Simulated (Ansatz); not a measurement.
A structure of MgO relaxed with PBEsol (plane waves to 420 eV, PAW, scalar-relativistic; Ansatz, an electronic-structure program); single points at other levels follow on the same geometry (Ansatz, PAW; HSE06 at 420 eV on a 8×8×6 k-mesh; no spin-orbit coupling). Space group P6₃/mmc (No. 194).

```
MgO
1.0
    3.49391     0.00000     0.00000
   -1.74695     3.02581     0.00000
    0.00000     0.00000     4.19413
Mg O
2 2
Direct
  0.33333   0.66667   0.25000
  0.66667   0.33333   0.75000
  0.33333   0.66667   0.75000
  0.66667   0.33333   0.25000
```

```
level   gap (eV)    kind  conduction minimum
------  --------  ------  ------------------
PBEsol      3.27  direct                   Γ
HSE06          ?       –                   ?
```

Q: Complete the blanks.

A: 
- HSE06, gap (eV): 5.00
- HSE06, conduction minimum: Γ

No spin polarisation in the result.

The run could not lose the symmetry of its start.

All atoms sit on sites fixed by symmetry, so only the cell could relax.

The first start was generated by placing the elements on the sites of a structure type. Materials Project lists a structure of MgO in the same space group, P6₃/mmc (No. 194); the sites were not compared with it, nor with measured phases. Known forms of MgO include space group No. 225.
